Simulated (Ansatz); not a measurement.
The calculation used DFT, r2SCAN, plane waves (500 eV) with PAW, scalar-relativistic (Ansatz 0.2.0). The PAW files were generated under PBE, with cores re-solved for the functional.

An element in the diamond structure gives this curve. The cell is scaled uniformly from the relaxed one, with fractional coordinates and shape fixed. Energies are extrapolated to zero smearing, pressures are those at the given smearing. Magnetic state: spin not included.

```csv
V (Å³/atom),E − E₀ (meV/atom),P (GPa)
124.772,6.5,0.12
130.444,2.8,0.07
136.115,0.7,0.03
141.787,0.0,0.00
147.458,0.4,-0.03
153.130,1.7,-0.05
158.801,3.9,-0.07
```

Which element is it?
A. rubidium
B. tellurium
C. lutetium
D. ytterbium

A. Its fit is V₀ = 142.51 Å³/atom, B₀ = 0.8 GPa, B₀′ = 3.1.
